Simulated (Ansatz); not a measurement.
Computed frozen-phonon scan: SiO2 (alpha-cristobalite type, space group P4_12_12)

SiO$_{2}$ (alpha-cristobalite type, space group P4_12_12)

```xyz
12
Lattice="5.0828 0.0000 0.0000 0.0000 5.0828 0.0000 0.0000 0.0000 7.0981" Properties=species:S:1:pos:R:3 pbc="T T T"
Si     1.4946     1.4946     0.0000
Si     4.0360     1.0468     5.3235
Si     1.0468     4.0360     1.7745
Si     3.5882     3.5882     3.5490
O      1.2255     0.4771     1.2382
O      3.7669     2.0642     4.0854
O      1.3159     3.0185     0.5363
O      3.8573     4.6056     4.7872
O      4.6056     3.8573     2.3108
O      2.0642     3.7669     3.0127
O      3.0185     1.3159     6.5617
O      0.4771     1.2255     5.8599
```

A phonon eigenvector at Γ is frozen into this cell: atom i moves by Q times the vector below, so Q is the largest atomic displacement, in Å. The cell is held.

```tsv
atom	x	y	z
Si1	0.229	-0.229	-0.946
Si2	0.229	0.229	0.946
Si3	-0.229	-0.229	0.946
Si4	-0.229	0.229	-0.946
O5	-0.027	0.187	0.208
O6	-0.027	-0.187	-0.208
O7	0.027	0.187	-0.208
O8	0.027	-0.187	0.208
O9	0.187	-0.027	0.208
O10	0.187	0.027	-0.208
O11	-0.187	-0.027	-0.208
O12	-0.187	0.027	0.208
```

Computed with PBE (plane waves to 420 eV, PAW, scalar-relativistic; Ansatz, an electronic-structure program). k mesh 5×5×4 (Γ-centred), Fermi-Dirac smearing 0.05 eV. E stands for the smeared free energy. Compression counts positive. SiO2 was relaxed with its symmetry unable to fall. The PAW data are Ansatz's earlier set. ΔE is measured from the undisplaced structure.

```
Q (Å)   ΔE (meV/cell)  P (GPa)  −dE/dQ from forces (eV/Å)
------  -------------  -------  -------------------------
-0.280           9599     14.2                     66.294
-0.233           6733     10.0                     56.409
-0.187           4345      6.5                     45.885
-0.140           2459      3.7                     34.850
-0.093           1098      1.7                     23.438
-0.047            275      0.4                     11.782
0.000               0      0.0                      0.000
0.047             275      0.4                    -11.782
0.093            1098      1.7                    -23.438
0.140            2459      3.7                    -34.850
0.187            4345      6.5                    -45.885
0.233            6733     10.0                    -56.409
0.280            9599     14.2                    -66.294
```

Derived quantities:

* **Energy at Q = 0.280 Å**: 9599 meV/cell
* **Space group of the distorted cell**: P2_12_12_1 (No. 19), lowered from P4_12_12
* **Symmetry of the curve**: even: the same for both signs
* **Shape of the curve**: a single well with its minimum at or next to zero displacement
* **Harmonic wavenumber from the curvature (finite differences)**: 749 cm⁻¹
* **Wavenumber by perturbation theory (DFPT, on another k mesh)**: 749 cm⁻¹

(A displaced cell: forces are minus the slopes of the energy, force constants its curvatures, and phonons follow from these.)
